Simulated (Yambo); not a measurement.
BSE-type run in Yambo on NaCl (rock salt, space group Fm-3m, No. 225) under isotropic strain of -0.7 % on all lattice vectors, at zero momentum.

Quantum ESPRESSO step (PBEsol, PseudoDojo standard norm-conserving files, scalar-relativistic):
```
&CONTROL
  calculation = 'nscf'
  pseudo_dir = './pseudo'
  outdir = './out'
/
&SYSTEM
  ibrav = 0
  nat = 2
  ntyp = 2
  ecutwfc = 88.0
  ecutrho = 352.0
  occupations = 'fixed'
  force_symmorphic = .true.
  nbnd = 28
/
&ELECTRONS
  conv_thr = 2e-09
  diago_full_acc = .true.
  diago_thr_init = 1e-08
/
ATOMIC_SPECIES
Na 22.9898 Na.upf
Cl 35.4500 Cl.upf
CELL_PARAMETERS angstrom
  0.000000000000   2.782165074522   2.782165074522
  2.782165074522   0.000000000000   2.782165074522
  2.782165074522   2.782165074522   0.000000000000
ATOMIC_POSITIONS crystal
Na   0.000000000000   0.000000000000   0.000000000000
Cl   0.500000000000   0.500000000000   0.500000000000
K_POINTS automatic
10 10 10 0 0 0
```

Yambo input:
```
rim_cut
optics
bse
bss
dipoles
em1s
RandQpts= 1000000
RandGvec= 1 Ry
FFTGvecs= 40 Ry
Chimod= "HARTREE"
BSKmod= "SEX"
BSEmod= "resonant"
BSSmod= "hs"
BSENGexx= 15 Ry
BSENGBlk= 4 Ry
% KfnQP_E
 3.106 | 1.0 | 1.0 |
%
% BSEQptR
 1 | 1 |
%
% BSEBands
 6 | 9 |
%
% BEnRange
 0.0 | 13.2 | eV
%
% BDmRange
 0.15 | 0.15 | eV
%
BEnSteps= 264
% BLongDir
 1.0 | 0.0 | 0.0 |
%
BSHayTrs= -0.02
BSSNEig= 24
WRbsWF
% BndsRnXs
 2 | 22 |
%
NGsBlkXs= 4 Ry
% LongDrXs
 1.0 | 1.0 | 1.0 |
%
```

From the report:

The dimension is k points × valence × conduction bands = 1000 × 3 × 1 = 3000.
```
   [SLEPC] Approach                          : Krylov-Schur
   [SLEPC] Number of requested eigenvalues   :  24
   [SLEPC] Number of eigenvalues        [NEV]:  24
    [K] Dimension                                    :  3000
    [K] Bands                                        :   6   9
    [K] Exchange res                                 : yes
    [K] Correlation res                              : yes
    [K] W interaction is bare                        : no
    [K] RL vectors exchange                          :  307
    [K] RL vectors correlation                       :   59
    [W] Matrix size                                  :   59
    [W] Bands                                        :   2  22
    [W] Coulomb Cutoff                               : none
    [W] Hxc Kernel                                   : HARTREE
```
Lowest eigenvalues (eV; in brackets the number of states within 2 meV): 7.40 (3), 7.87 (3), 8.06 (3), 8.08 (2), 8.13 (3), 8.18 (5). They depend on the mesh, which isn't converged, and on the G0W0 scissor.

Geometry strained from the cell relaxed with PBEsol, atoms relaxed again.
